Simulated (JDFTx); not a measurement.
Input for JDFTx (a modified build): chlorobenzene, C6H5Cl (SMILES Clc1ccccc1), charge 0, multiplicity 1, vacuum; lengths in bohr, energies in hartree.

```
lattice \
  25.0388711513 0.0000000000 0.0000000000 \
  0.0000000000 22.6767134955 0.0000000000 \
  0.0000000000 0.0000000000 14.6453774658
coords-type Cartesian
ion Cl -5.2623823127 0.0008371862 0.0013332456 0
ion C -1.9918783403 0.0003286496 -0.0010236725 0
ion C -0.7030149671 2.2790592586 -0.0000553482 0
ion C 1.9123702511 2.2648378466 0.0000496919 0
ion C 3.2224446171 -0.0003857541 -0.0012104796 0
ion C 1.9120130258 -2.2652220973 -0.0013332456 0
ion C -0.7037002216 -2.2785984505 -0.0011847713 0
ion H -1.7365447630 4.0360101189 -0.0010298899 0
ion H 2.9264797087 4.0350969586 0.0003752263 0
ion H 5.2623823127 0.0001120783 0.0004657705 0
ion H 2.9252490544 -4.0360101189 0.0010740135 0
ion H -1.7372095296 -4.0357653982 -0.0003146399 0
ion-species pseudo/cl_pbe_v1.4.upf
ion-species pseudo/c_pbe_v1.2.upf
ion-species pseudo/h_pbe_v1.4.upf
elec-cutoff 20 100
elec-ex-corr gga-PBE
symmetries none
coulomb-interaction Isolated
coulomb-truncation-embed 0 0 0
elec-n-bands 21
converge-empty-states yes
electronic-scf nIterations 100 energyDiffThreshold 1e-8
dump-name s0.$VAR
dump End State Ecomponents EigStats BandEigs Forces ElecDensity IonicPositions
```

The minimisation and the closing blocks of the log:

```
Will mix electronic density at each iteration.
SCF: Cycle:  0   Etot: -52.068976774136694   dEtot: -4.640e-01   |Residual|: 3.759e-01   |deigs|: 2.410e-02
SCF: Cycle:  1   Etot: -52.182249711938354   dEtot: -1.133e-01   |Residual|: 2.063e-01   |deigs|: 4.736e-02
SCF: Cycle:  2   Etot: -52.220746950504392   dEtot: -3.850e-02   |Residual|: 5.593e-02   |deigs|: 4.797e-02
SCF: Cycle:  3   Etot: -52.221264835172903   dEtot: -5.179e-04   |Residual|: 2.561e-02   |deigs|: 3.275e-03
SCF: Cycle:  4   Etot: -52.222102784091817   dEtot: -8.379e-04   |Residual|: 1.386e-02   |deigs|: 1.174e-02
SCF: Cycle:  5   Etot: -52.222286507700332   dEtot: -1.837e-04   |Residual|: 8.028e-03   |deigs|: 2.906e-03
SCF: Cycle:  6   Etot: -52.222336065363571   dEtot: -4.956e-05   |Residual|: 5.261e-03   |deigs|: 6.003e-03
SCF: Cycle:  7   Etot: -52.222399678342796   dEtot: -6.361e-05   |Residual|: 3.577e-03   |deigs|: 5.858e-03
SCF: Cycle:  8   Etot: -52.222413760984374   dEtot: -1.408e-05   |Residual|: 2.115e-03   |deigs|: 3.381e-04
SCF: Cycle:  9   Etot: -52.222427049753364   dEtot: -1.329e-05   |Residual|: 1.708e-03   |deigs|: 6.520e-04
SCF: Cycle: 10   Etot: -52.222433267697042   dEtot: -6.218e-06   |Residual|: 1.063e-03   |deigs|: 5.399e-04
SCF: Cycle: 11   Etot: -52.222438009869208   dEtot: -4.742e-06   |Residual|: 9.549e-04   |deigs|: 3.437e-04
SCF: Cycle: 12   Etot: -52.222440305700324   dEtot: -2.296e-06   |Residual|: 5.256e-04   |deigs|: 3.152e-04
SCF: Cycle: 13   Etot: -52.222441059712494   dEtot: -7.540e-07   |Residual|: 5.486e-04   |deigs|: 1.228e-04
SCF: Cycle: 14   Etot: -52.222441496456938   dEtot: -4.367e-07   |Residual|: 3.107e-04   |deigs|: 1.874e-05
SCF: Cycle: 15   Etot: -52.222441957157038   dEtot: -4.607e-07   |Residual|: 2.137e-04   |deigs|: 4.255e-05
SCF: Cycle: 16   Etot: -52.222442107846746   dEtot: -1.507e-07   |Residual|: 1.358e-04   |deigs|: 2.411e-05
SCF: Cycle: 17   Etot: -52.222442312467038   dEtot: -2.046e-07   |Residual|: 6.527e-05   |deigs|: 9.845e-05
SCF: Cycle: 18   Etot: -52.222442371699380   dEtot: -5.923e-08   |Residual|: 3.664e-05   |deigs|: 8.606e-05
SCF: Cycle: 19   Etot: -52.222442442066978   dEtot: -7.037e-08   |Residual|: 3.008e-05   |deigs|: 4.740e-06
SCF: Cycle: 20   Etot: -52.222442469716000   dEtot: -2.765e-08   |Residual|: 1.989e-05   |deigs|: 2.267e-05
SCF: Cycle: 21   Etot: -52.222442501398348   dEtot: -3.168e-08   |Residual|: 1.522e-05   |deigs|: 1.642e-05
SCF: Cycle: 22   Etot: -52.222442520486908   dEtot: -1.909e-08   |Residual|: 1.199e-05   |deigs|: 4.320e-06
SCF: Cycle: 23   Etot: -52.222442532144456   dEtot: -1.166e-08   |Residual|: 9.291e-06   |deigs|: 3.380e-06
SCF: Cycle: 24   Etot: -52.222442536617571   dEtot: -4.473e-09   |Residual|: 9.719e-06   |deigs|: 7.487e-06
SCF: Cycle: 25   Etot: -52.222442541240028   dEtot: -4.622e-09   |Residual|: 6.410e-06   |deigs|: 1.257e-05
SCF: Converged (|Delta E|<1.000000e-08 for 2 iters).
Converging empty states (this may take a while): |deigs|: 3.647e-05

# Ionic positions in cartesian coordinates:
ion Cl  -5.262382312700000   0.000837186200000   0.001333245600000 0
ion C  -1.991878340300000   0.000328649600000  -0.001023672500000 0
ion C  -0.703014967100000   2.279059258600000  -0.000055348200000 0
ion C   1.912370251100000   2.264837846600000   0.000049691900000 0
ion C   3.222444617100000  -0.000385754100000  -0.001210479600000 0
ion C   1.912013025800000  -2.265222097300000  -0.001333245600000 0
ion C  -0.703700221600000  -2.278598450500000  -0.001184771300000 0
ion H  -1.736544763000000   4.036010118900000  -0.001029889900000 0
ion H   2.926479708700000   4.035096958600000   0.000375226300000 0
ion H   5.262382312700000   0.000112078300000   0.000465770500000 0
ion H   2.925249054400000  -4.036010118900000   0.001074013500000 0
ion H  -1.737209529600000  -4.035765398200000  -0.000314639900000 0

# Forces in Cartesian coordinates:
force Cl  -0.006109145857169  -0.000000072312885  -0.000027997539226 0
force C  -0.004538755862133   0.000021779245511   0.000066019373059 0
force C  -0.000834998828746   0.001238060887498  -0.000074131778877 0
force C   0.000470209571138  -0.000144847849025  -0.000064270893111 0
force C   0.002383197272346   0.000052447091810   0.000091718715824 0
force C   0.000356198736064   0.000123144386284   0.000047860428515 0
force C  -0.000718978628174  -0.001351145440559  -0.000010590308581 0
force H  -0.005466634605266   0.008505025865176   0.000042266457777 0
force H   0.004893011101119   0.008969194466234   0.000012702751300 0
force H   0.010111334878405  -0.000032780887694  -0.000027517690190 0
force H   0.004898257449900  -0.008951913174348  -0.000049073318302 0
force H  -0.005459435310303  -0.008430311130054  -0.000005468416240 0

# Energy components:
   Eewald =      132.4220920135023505
       EH =      172.5174949363371297
     Eloc =     -376.4913433285242945
      Enl =        7.1486041686624846
      Exc =      -17.3420512149578414
 Exc_core =        1.8242236888736019
       KE =       27.6985371948664998
-------------------------------------
     Etot =      -52.2224425412400279


	eMin: -0.824740 at state 0 ( [ +0.000000 +0.000000 +0.000000 ] spin 0 )
	HOMO: -0.226480 at state 0 ( [ +0.000000 +0.000000 +0.000000 ] spin 0 )
	LUMO: -0.055980 at state 0 ( [ +0.000000 +0.000000 +0.000000 ] spin 0 )
	HOMO-LUMO gap: +0.170500
```

The run took 26 electronic cycles; the highest occupied level lies at -6.16 eV from the vacuum level.
